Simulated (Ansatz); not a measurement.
The relaxed structure here is a generated cell of Cu2O: the first start was made by placing the elements on the sites of a structure type, and the end was not matched to a known phase here, so it may be hypothetical. Known forms of Cu2O include space group No. 224.

A relaxed structure of Cu2O. Space group P6/mmm (No. 191). These are r2SCAN (plane waves to 500 eV, PAW, scalar-relativistic; Ansatz, a program for electronic structure) values and carry that method's errors.

Space group P6/mmm (No. 191); a = 3.8789 Å, b = 3.8789 Å, c = 2.4814 Å, α = 90.00°, β = 90.00°, γ = 120.00°

| atom | site | symmetry | x | y | z |
|---|---|---|---|---|---|
| O | 1a | 6/mmm | 0.0000 | 0.0000 | 0.0000 |
| Cu | 2d | -6m2 | 0.3333 | 0.6667 | 0.5000 |

Problem. Give the magnetic moment at the level r2SCAN.

Solution. Net 0.08 μB/atom, ferromagnetic.

Spin state reached: ferromagnetic (net 0.08 μB/atom); other spin orders were not run from this start. The d or f electrons are treated with no Hubbard U.

The run could not lose the symmetry of its start, so the end can be a saddle point.

All atoms sit on sites fixed by symmetry, so only the cell could relax.
